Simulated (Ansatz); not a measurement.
**Vibrational response of Sr$_{4}$O**

All numbers below come from Ansatz, DFT PBE, scalar-relativistic, plane waves, PAW. Settings: 420 eV plane-wave cutoff, Γ-centred 6×6×6 mesh, Fermi-Dirac smearing of 0.15 eV. No spin polarisation. Phonons by linear response, acoustic sum rule imposed.

Equilibrium structure at this level:
```
Sr O
1.0
     6.11354    0.00000    0.00000
     0.00000    6.11354    0.00000
     0.00000    0.00000    6.11354
Sr O
4 1
Cartesian
  1.3714 1.3714 1.3714
  4.7422 4.7422 1.3714
  4.7422 1.3714 4.7422
  1.3714 4.7422 4.7422
  0.0000 0.0000 0.0000
```

The cell was found from a structure generator's guess, not taken from experiment. In a metal, frequencies depend on the k mesh and the smearing, soft modes most.

Question: Is this structure stable against zone-centre distortions?

Answer: Yes, at Γ: no optical mode is imaginary. Strains and other wave vectors aren't tested by this run.

Question: List the optical modes at Γ (i marks imaginary ones).

Answer:
```tsv
frequency (cm⁻¹)	degeneracy
75	3
97	3
98	2
161	1
298	3
```
